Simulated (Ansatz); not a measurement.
# SnI4O12: Field gradients at the nuclei

The cell is a measured structure from the Crystallography Open Database (COD), its atoms then relaxed with PBE in this cell.

```cif
data_SnI4O12
_symmetry_space_group_name_H-M 'P-1'
_symmetry_Int_Tables_number 2
_cell_length_a 5.0576
_cell_length_b 6.2808
_cell_length_c 8.3865
_cell_angle_alpha 87.680
_cell_angle_beta 88.647
_cell_angle_gamma 89.031
loop_
_atom_site_label
_atom_site_type_symbol
_atom_site_symmetry_multiplicity
_atom_site_Wyckoff_symbol
_atom_site_fract_x
_atom_site_fract_y
_atom_site_fract_z
Sn Sn 1 b 0.0000 0.0000 0.5000
I2 I 2 i 0.5061 0.7763 0.2371
I4 I 2 i 0.9804 0.6996 0.8438
O6 O 2 i 0.7833 0.9589 0.2965
O8 O 2 i 0.3033 0.7954 0.4242
O10 O 2 i 0.8470 0.7455 0.6368
O12 O 2 i 0.8261 0.4351 0.8855
O14 O 2 i 0.6674 0.5284 0.2906
O16 O 2 i 0.7311 0.8623 0.9459
```

One atom of each set is listed.

Level of theory: DFT, r2SCAN, plane waves and PAW, scalar-relativistic, 500 eV cutoff, Γ-centred 5×4×3 k-points, Fermi–Dirac smearing 0.02 eV (Ansatz 0.2.0).

C_Q = eQV_zz/h, which is 24.18 MHz for Q = 1 b and V_zz = 10²¹ V/m²; η = (V_xx − V_yy)/V_zz.

¹²⁷I: I = 5/2, Q = -688.2 mb; 17O: I = 5/2, Q = -25.58 mb. Nuclear quadrupole moments: year-2017 set (Pyykkö).

Task: What field gradients does the calculation give at each kind of site?

Result: 

```
site  atoms                                                    first shell  V_zz (10²¹ V/m²)     η  C_Q (MHz)
  Sn      1                                             6 O at 2.08–2.09 Å             -5.42  0.47          –
  I2      2                         3 O at 1.79–1.91 Å; also 1 O at 2.43 Å             -56.0  0.49        932
  I4      2                                             3 O at 1.83–1.89 Å             -53.5  0.19        891
  O6      2  1 I at 1.91 Å, 1 Sn at 2.08 Å, angle 136°; also 1 I at 2.69 Å             13.43  0.53      -8.31
  O8      2                      1 I at 1.86 Å, 1 Sn at 2.09 Å, angle 134°             14.97  0.34      -9.26
 O10      2                      1 I at 1.89 Å, 1 Sn at 2.08 Å, angle 117°             14.59  0.59      -9.02
 O12      2                                                  1 I at 1.86 Å             15.45  0.42      -9.56
 O14      2                                                  1 I at 1.79 Å             16.22  0.22      -10.0
 O16      2                                                  1 I at 1.83 Å             13.86  0.28      -8.57
```

At O6, O8 and O10 V_zz points along the shorter of its two bonds, to I (within 12°) in each case. At O12, O14 and O16 V_zz points along its bond to I (within 2°) in each case. At I4 V_zz stands upright on the plane through its three neighbours (within 7°).

Sn has no stable isotope with a ground-state quadrupole moment in the table, so no C_Q is given.

The largest force is 0.9 eV/Å, so the atoms aren't at the calculated equilibrium and relaxing them would move these values. Without spin–orbit coupling the gradients at and beside I can be off by some per cent, at some sites by more. With these PAW files V_zz is typically within 2 to 3 % of all-electron values, but misses above 10 % occur on I, Sn.

The run took 41 s of wall time (80 s of CPU time) and 1.5 GiB at its peak, on 2 threads of Intel Xeon 6975P-C (Granite Rapids) (x86_64; 8 cores open to the job, memory cap 5.0 GiB, no GPU), a shared host with a load of 0.4 a core.
